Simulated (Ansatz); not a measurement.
With HSE06 (plane waves, PAW; program Ansatz), RuS2 in the cubic phase (Pa-3; Ru on 4a, S on 8c) relaxes to a = 5.599 Å. Ru has 6 nearest neighbours from 2.35 Å (octahedral).

The Kohn–Sham gap is 1.97 eV (indirect).

Bader charges are Ru +0.62, S -0.31 e.

Symmetry was held in the HSE06 relaxation. The run is not spin-polarised. The hybrid was solved on a coarse mesh, the path and, where they were found, the r²SCAN edge points; its band edges are the extreme levels among these. Scalar-relativistic: spin–orbit coupling is off unless named, which matters more the heavier the elements.

Potentials: the later of the program's two PAW sets.
